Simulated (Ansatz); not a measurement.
Sr3P4:
```
Sr3P4
1.0
    0.00000     8.59268     2.89143
    7.06352     0.00000     2.89143
    7.06352     8.59268     0.00000
Sr P
6 8
Cartesian
  7.09235   5.70359   4.33102
  7.03469  11.48177   4.33102
  3.50293   9.99993   2.88531
 10.62410   7.18543   2.88531
 10.59528  12.88902   2.92031
  7.06352   8.59268   1.47459
  9.44438   4.31282   2.90265
  4.68266  12.87254   2.90265
  8.21441   8.60916   4.34836
  5.91262   8.57620   4.34836
 12.84942  11.54750   4.38488
  8.34114  14.23054   4.38488
  4.80938   7.25116   2.93917
  9.31766   9.93420   2.93917
```

Relaxed with PBEsol. Special points in fractions of this cell's reciprocal vectors: Γ (0.000, 0.000, 0.000); T (0.000, 0.500, 0.500); Z (0.500, 0.500, 1.000); Y (0.500, 0.000, 0.500); Λ0 (0.320, 0.320, 0.000); Q0 (0.680, 0.680, 1.000); G0 (0.236, 0.736, 0.500); H0 (0.764, 0.264, 0.500); L (0.500, 0.500, 0.500).

Task: List the band energies nearest the valence-band maximum at these points for the program Ansatz at the PBEsol level (PAW).

Result: In eV from the valence-band maximum; about four levels below and three above (degenerate sets whole), none deeper than 8.9 eV; points with the same levels are listed once.

```tsv
k	below	above
Γ	-0.78 -0.33 -0.31 -0.19	0.80 0.88 1.89
T	-0.72 -0.72 -0.44 -0.44	0.81 0.81 1.96 1.96
Z	-0.69 -0.69 -0.50 -0.50	1.52 1.52 2.19 2.19
Y	-0.56 -0.56 -0.12 -0.12	1.24 1.24 2.07 2.07
Λ0	-0.76 -0.46 -0.41 -0.11	1.49 1.69 2.03
G0	-0.52 -0.52 -0.33 -0.33	1.53 1.53 1.92 1.92
L	-0.61 -0.51 -0.30 -0.08	1.36 1.74 1.92
```

Space group Fdd2. The first step of the workflow began from a Materials Project structure, measured or hypothetical; the Crystallography Open Database files this formula in space group No. 43, but the cells were not matched. Whether it is the stable phase at ambient conditions was not checked. The cell was relaxed with PBEsol under the symmetry of its start; its stability against distortions is not shown here. Spin–orbit coupling is left out wherever it is not named.

Potentials: the later of the program's two PAW sets.
